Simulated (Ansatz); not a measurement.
A geometry of SnO away from equilibrium: step 6 of the relaxation of a relaxed SnO cell displaced along its unstable phonon at q = (½, 0, 0) of its primitive reciprocal cell (129i cm⁻¹), largest move 0.15 Å. These are PBE (plane waves to 420 eV, PAW, scalar-relativistic; Ansatz, a first-principles code) values and carry that method's errors. Γ-centred k-mesh 7×7×4 on the run's cell (coarser than for final values), Fermi–Dirac smearing 0.05 eV. The plane waves were selected for a different cell earlier on the path.

```yaml
crystal:
  lattice:
    - [7.60492, 0.04432, -0.03401]
    - [-1.88204, 3.25979, 0.00000]
    - [-0.02953, -0.01705, 6.58485]
  atoms:
    - { symbol: Sn, position: [0.14143, 0.66808, 0.28645] }
    - { symbol: Sn, position: [0.64143, 0.61479, 0.28645] }
    - { symbol: Sn, position: [0.35857, 0.38521, 0.71355] }
    - { symbol: Sn, position: [0.85857, 0.33192, 0.71355] }
    - { symbol: O, position: [0.12753, 0.79932, 0.60447] }
    - { symbol: O, position: [0.62753, 0.45575, 0.60447] }
    - { symbol: O, position: [0.37247, 0.54425, 0.39553] }
    - { symbol: O, position: [0.87247, 0.20068, 0.39553] }
```

Task: Give the Cartesian forces on all atoms (eV/Å).

Result: 
```
atom     Fx     Fy     Fz
----  -----  -----  -----
Sn1    0.32   0.73  -0.54
Sn2    0.79  -0.09  -0.54
Sn3   -0.79   0.09   0.54
Sn4   -0.32  -0.73   0.54
O5     0.54   1.05  -0.28
O6     1.17  -0.06  -0.28
O7    -1.17   0.06   0.28
O8    -0.54  -1.05   0.28
```

The path ends in P2₁/c (No. 14). No spin polarisation in the result. No dispersion correction is included, so spacings between layers, chains or molecules are soft and tend to come out too large.

The run could not lose the symmetry of its start, so the end can be a saddle point.

The end of the path is a generated cell of SnO: the first start was made by placing the elements on the sites of a structure type, and the end was not matched to a known phase here, so it may be hypothetical. Known forms of SnO include space group No. 129.
